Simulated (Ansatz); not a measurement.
CaF₂ (fluorite) is sheared across one {100} plane: the third cell vector gains the shift, so faults repeat every 8.1 Å. The cut lies between planes 1.36 Å apart; the cell height is held.

```yaml
crystal:
  lattice:
    - [3.83277, 0.00000, 0.00000]
    - [0.00000, 3.83277, 0.00000]
    - [1.91639, 1.91639, 8.13054]
  atoms:
    - { symbol: Ca, position: [0.00000, 0.00000, 0.91667] }
    - { symbol: Ca, position: [0.33333, 0.33333, 0.25000] }
    - { symbol: Ca, position: [0.66667, 0.66667, 0.58333] }
    - { symbol: F, position: [0.91667, 0.41667, 0.08333] }
    - { symbol: F, position: [0.25000, 0.75000, 0.41667] }
    - { symbol: F, position: [0.58333, 0.08333, 0.75000] }
    - { symbol: F, position: [0.41667, 0.91667, 0.08333] }
    - { symbol: F, position: [0.75000, 0.25000, 0.41667] }
    - { symbol: F, position: [0.08333, 0.58333, 0.75000] }
```

In-plane vectors a = (3.833, 0.000) Å, b = (0.000, 3.833) Å, area 14.69 Å². The shift is s times the vector a (length 3.833 Å), so s = 1 restores the start. Atoms relax along the normal only. γ = [E(shift) − E(0)] / area.

The numbers are results of PBEsol (plane waves to 420 eV, PAW, scalar-relativistic; Ansatz, a program for electronic structure), not measurements. k mesh 8×8×8 (Γ-centred), Fermi-Dirac smearing 0.05 eV. Energies are extrapolated to zero smearing. Some relaxations began with atoms very close together and may have settled on another branch. Faults lie only 8.1 Å apart, and holding the cell height raises γ above its relaxed value. CaF2 was relaxed with its symmetry unable to fall. The PAW data are Ansatz's earlier set. γ is measured from zero shift.

```csv
s,γ (mJ/m²)
0.000,0
0.083,withheld
0.167,372
0.250,669
0.333,955
0.417,1165
0.500,1242
0.583,1165
0.667,955
0.750,669
0.833,372
0.917,withheld
```

Problem. Fit a Fourier form (three harmonics of 1 − cos and sin) to the given rows and predict γ at s = 0.917.

Solution. Least squares on the 10 given rows: γ = (609.8)·[1 − cos(2πs)] + (25.4)·[1 − cos(4πs)] + (12.9)·[1 − cos(6πs)], in mJ/m²; root-mean-square residual 2.9 mJ/m². At 0.917 the fit gives 107 mJ/m²; the calculation gives 119 mJ/m², so the interpolation is off by -12 (-10.1 %). 

(The slope of γ gives the shear force per area between the displaced halves; near zero shift its curvature is an elastic stiffness.)
